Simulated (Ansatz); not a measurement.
## CaH₄SO₆: ¹⁷O NMR of the central transition

Cell: a computed structure from the Materials Project (it need not be an observed phase), taken as it stands.

```
Ca H S O
1.0
     3.20534   -7.54276    0.00000
     3.20534    7.54276    0.00000
    -2.36577    0.00000    5.25633
Ca H S O
2 8 2 12
Cartesian
  1.4310 -2.5657 3.9422
  2.6139 2.5657 1.3141
  4.5686 -0.1007 0.4731
  0.6592 -0.1007 2.1550
  -0.5237 0.1007 4.7832
  3.3857 0.1007 3.1013
  -0.1535 1.3584 3.9020
  3.0156 1.3584 3.9825
  4.1984 -1.3584 1.3543
  1.0293 -1.3584 1.2739
  1.4310 4.9564 3.9422
  2.6139 -4.9564 1.3141
  3.7626 -1.7416 3.0708
  1.6971 -4.1092 2.1275
  2.3478 4.1092 3.1288
  0.5142 4.1092 4.7557
  3.1596 1.0557 3.0534
  -0.2976 1.0557 4.8311
  0.8853 -1.0557 2.2029
  4.3425 -1.0557 0.4252
  0.2823 1.7416 2.1856
  4.9455 1.7416 0.4426
  3.5307 -4.1092 0.5007
  -0.9006 -1.7416 4.8137
```

Atom numbers follow the list; atoms alike are taken as one site, whose name carries the number of the first.

Computed with Ansatz: DFT, PBE, plane waves and PAW, scalar-relativistic, 420 eV cutoff, Γ-centred 4×4×4 k-points, Fermi–Dirac smearing 0.02 eV.

¹⁷O has I = 5/2 and Q = -25.58 mb (Pyykkö 2018); at 35.2 T its Larmor frequency is ν₀ = 203.3 MHz. Only the quadrupole interaction is simulated: positions count from each site's isotropic chemical shift, and J coupling is left out, as are shift anisotropy and dipolar coupling, which fast spinning averages.

(1) Give C_Q, η, the quadrupolar product P_Q = |C_Q|(1 + η²/3)^½, the second-order isotropic shift and the breadth of the pattern (fast magic-angle spinning) for each O site.

## Answers

(1) 

| site | first shell | C_Q (MHz) | η | P_Q (MHz) | δ_QIS (ppm) | breadth (kHz) |
| --- | --- | --- | --- | --- | --- | --- |
| O13 | 1 S at 1.50 Å; also 2 H at 1.81–1.88 Å, 1 Ca at 2.62 Å | -8.28 | 0.06 | 8.28 | -9.97 | 4.42 |
| O14 | 1 S at 1.49 Å; also 2 Ca at 2.40–2.58 Å | -8.33 | 0.09 | 8.34 | -10.1 | 4.52 |
| O17 | 2 H at 0.98–0.99 Å, angle 107°; also 1 Ca at 2.37 Å | 9.11 | 0.73 | 9.89 | -14.2 | 6.61 |

δ_QIS = −(ν_Q²/30ν₀²)[I(I+1) − 3/4](1 + η²/3) × 10⁶ ppm with ν_Q = 3|C_Q|/[2I(2I−1)]; it falls as 1/B₀² in ppm, and the breadth as 1/B₀ in kHz.

At O13 and O14 V_zz points along its bond to S (within 2°) in each case. At O17 V_zz stands upright on the plane of its two bonds (within 2°).

The largest force is 0.3 eV/Å, so the atoms aren't at the calculated equilibrium and relaxing them would move these values.

The run took 41 s of wall time (41 s of CPU time) and 0.73 GiB at its peak, on 1 thread of Arm Neoverse V2 (aarch64; 8 cores open to the job, memory cap 2.5 GiB, no GPU), a shared host with a load of 0.5 a core.
